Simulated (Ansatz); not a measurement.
# Phonon spectrum of Ta at 1.02 times its equilibrium volume

Theory: DFT LDA, scalar-relativistic, plane waves, PAW (Ansatz). Plane waves to 420 eV; Γ-centred k mesh 20×20×20; Fermi-Dirac smearing of 0.15 eV. No spin polarisation. Phonons by linear response, acoustic sum rule imposed.

The cell, relaxed in shape and atoms at 1.02 times its equilibrium volume:
```xyz
1
Lattice="0.0000 2.0854 2.0854 2.0854 0.0000 2.0854 2.0854 2.0854 0.0000" Properties=species:S:1:pos:R:3 pbc="T T T"
Ta    0.0000    0.0000    0.0000
```

In a metal, frequencies and elastic constants depend on the k mesh and the smearing, soft modes and shear constants most. Some empty bands missed the eigensolver's threshold. Spin–orbit coupling is left out, which matters for heavy elements. The q mesh is coarse, so values between its points are rough.

Force constants from linear response on a 2×2×2 q mesh.

Question: Is the structure dynamically stable on this mesh?

Answer: Yes, on this mesh: no mode is imaginary. Between the mesh points the interpolation dips to 32i cm⁻¹.

Question: Give the frequencies (cm⁻¹; i marks imaginary ones) at the irreducible q points, in fractions of the reciprocal vectors.

Answer:
```csv
q,star,frequencies
0.000 0.000 0.000,1,0 0 0
0.000 0.000 -0.500,4,31 31 187
0.000 -0.500 -0.500,3,107 107 145
```

This fcc form isn't the element's structure at ambient conditions.

Cost: 1 run of about 1.1 core-minutes, on Intel Xeon Platinum 8375C (Ice Lake) (shared hosts).